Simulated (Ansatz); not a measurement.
YSb: energy along a strain

YSb, Fm-3m, a = 6.190 Å (as given, not relaxed at this level: 0.6 GPa). The structure is a COD entry; whether it is the stable form wasn't checked. Ansatz: r2SCAN, PAW, 500 eV, Γ-centred 14×14×14 mesh on 2 atoms, Gaussian smearing 0.15 eV; no spin polarisation. Cell vectors (Å): 0.000 3.095 3.095; 3.095 0.000 3.095; 3.095 3.095 0.000. The cell is strained by x per cent times the pattern (0 0 0 0 1 0) in the order xx yy zz yz xz xy (engineering shears), with fractional coordinates held. y is the free energy over the start, V0 = 29.647 Å³/atom. Symmetry makes y even in x.

```
x (%) y (meV/atom)
-6.00          9.58
-3.00          2.40
 0.00          0.00
 0.75          0.15
 1.50          0.60
 2.25             ?
 3.75          3.75
 4.50          5.40
 5.25          7.34
```

Fit y = c2 x² + c4 x⁴ to the other rows, get the stiffness along the pattern, and predict the missing energy.

Least squares on the rows shown. y = 0.2671 x² − 2.693×10⁻⁵ x⁴. The clamped-ion stiffness p·C·p = 2 × 2.671 eV × 160.2 / 29.647 Å³ = 29 GPa, which is C55 in these axes (C44 of the cubic crystal) (second derivative at the start, which stands under stress). At x = 2.25 the fit asked for gives 1.35 meV/atom. The run gave 1.35 meV/atom, the same to the digits shown.